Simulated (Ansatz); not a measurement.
The relaxed structure here is a generated cell of LiNbO3: the first start was made by placing the elements on the sites of a structure type, and the end was not matched to a known phase here, so it may be hypothetical. Known forms of LiNbO3 include space group No. 161.

One stationary structure of LiNbO₃. Level of theory: PBEsol (plane waves to 420 eV, PAW, scalar-relativistic; Ansatz, a quantum-chemistry and plane-wave program).

```cif
data_Li4Nb4O12
_chemical_formula_sum 'Li4 Nb4 O12'
_space_group_name_H-M_alt 'P 1'
_space_group_IT_number 1
_cell_length_a 5.39570
_cell_length_b 7.51761
_cell_length_c 5.16644
_cell_angle_alpha 90.000
_cell_angle_beta 90.000
_cell_angle_gamma 90.000
loop_
_space_group_symop_operation_xyz
  'x, y, z'
loop_
_atom_site_label
_atom_site_type_symbol
_atom_site_fract_x
_atom_site_fract_y
_atom_site_fract_z
_atom_site_occupancy
Li1 Li 0.49026 0.25000 0.99943 1
Li2 Li 0.99026 0.25000 0.50057 1
Li3 Li 0.50974 0.75000 0.00057 1
Li4 Li 0.00974 0.75000 0.49943 1
Nb1 Nb 0.00000 0.00000 0.00000 1
Nb2 Nb 0.50000 0.50000 0.50000 1
Nb3 Nb 0.00000 0.50000 0.00000 1
Nb4 Nb 0.50000 0.00000 0.50000 1
O1 O 0.03429 0.25000 0.11688 1
O2 O 0.53429 0.25000 0.38312 1
O3 O 0.96571 0.75000 0.88312 1
O4 O 0.46571 0.75000 0.61688 1
O5 O 0.31014 0.55963 0.18418 1
O6 O 0.81014 0.94037 0.31582 1
O7 O 0.68986 0.05963 0.81582 1
O8 O 0.18986 0.44037 0.68418 1
O9 O 0.68986 0.44037 0.81582 1
O10 O 0.18986 0.05963 0.68418 1
O11 O 0.31014 0.94037 0.18418 1
O12 O 0.81014 0.55963 0.31582 1
```

**Question.** Determine the symmetry and give the standard cell with its independent sites.

**Answer.** Space group Pnma (No. 62); a = 5.3957 Å, b = 7.5176 Å, c = 5.1664 Å, α = β = γ = 90.00°

| atom | site | symmetry | x | y | z |
|---|---|---|---|---|---|
| Li | 4c | .m. | 0.0097 | 0.7500 | 0.4994 |
| Nb | 4a | -1 | 0.0000 | 0.0000 | 0.0000 |
| O | 4c | .m. | 0.0343 | 0.2500 | 0.1169 |
| O | 8d | 1 | 0.1899 | 0.0596 | 0.6842 |

This is the AFLOW prototype AB3C_oP20_62_c_cd_a (as in CaTiO3).

**Question.** Give the shortest distances between elements (the closest pairs, up to four, under 3.6 Å).

**Answer.** Nb–O 1.98 Å; Li–O 2.00 Å; O–O 2.78 Å; Li–Nb 3.19 Å.

| Item | Result |
|---|---|
| Volume per atom | 10.48 Å³ |
| Band gap | 2.59 eV, direct within 0.03 eV (at Γ) (no spin-orbit coupling) |
| Smallest direct gap | 2.61 eV at Γ |

No spin polarisation in the result.

The run could not lose the symmetry of its start: the end is stationary, and may be a saddle point rather than a minimum.
